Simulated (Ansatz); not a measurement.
ZrTi3C4: relaxed-ion elastic tensor

Method: DFT PBE, scalar-relativistic, plane waves, PAW in Ansatz. Plane waves to 420 eV; Γ-centred k mesh 12×12×12; Fermi-Dirac smearing of 0.15 eV. No spin polarisation.

Equilibrium structure at this level:
```yaml
crystal:
  lattice:
    - [-2.22459, 2.22459, 4.42942]
    - [2.22459, -2.22459, 4.42942]
    - [2.22459, 2.22459, -4.42942]
  atoms:
    - { symbol: Zr, position: [0.50000, 0.50000, 0.00000] }
    - { symbol: Ti, position: [0.00000, 0.00000, 0.00000] }
    - { symbol: Ti, position: [0.75000, 0.25000, 0.50000] }
    - { symbol: Ti, position: [0.25000, 0.75000, 0.50000] }
    - { symbol: C, position: [0.24392, 0.24392, 0.00000] }
    - { symbol: C, position: [0.00000, 0.50000, 0.50000] }
    - { symbol: C, position: [0.75608, 0.75608, 0.00000] }
    - { symbol: C, position: [0.50000, 0.00000, 0.50000] }
```

It was reached by relaxing an invented guess, and it needn't be the stable form of this composition. In a metal, frequencies and elastic constants depend on the k mesh and the smearing, soft modes and shear constants most.

(1) Give the relaxed-ion elastic constants (GPa, Voigt order xx yy zz yz xz xy, on the Cartesian axes of the cell above).

(2) Is the crystal stable against homogeneous strain?

(3) And the moduli of a polycrystal (Hill averages)?

## Answers

(1)
```
473.9 116.7 115.9   0.0   0.0   0.0
116.7 473.9 115.9   0.0   0.0   0.0
115.9 115.9 490.6   0.0   0.0   0.0
  0.0   0.0   0.0 158.0   0.0   0.0
  0.0   0.0   0.0   0.0 158.0   0.0
  0.0   0.0   0.0   0.0   0.0 160.2
```

(2) Yes: the least eigenvalue of the tensor is 158.0 GPa.

(3) B = 237 GPa, G = 168 GPa, E = 407 GPa, ν = 0.21.
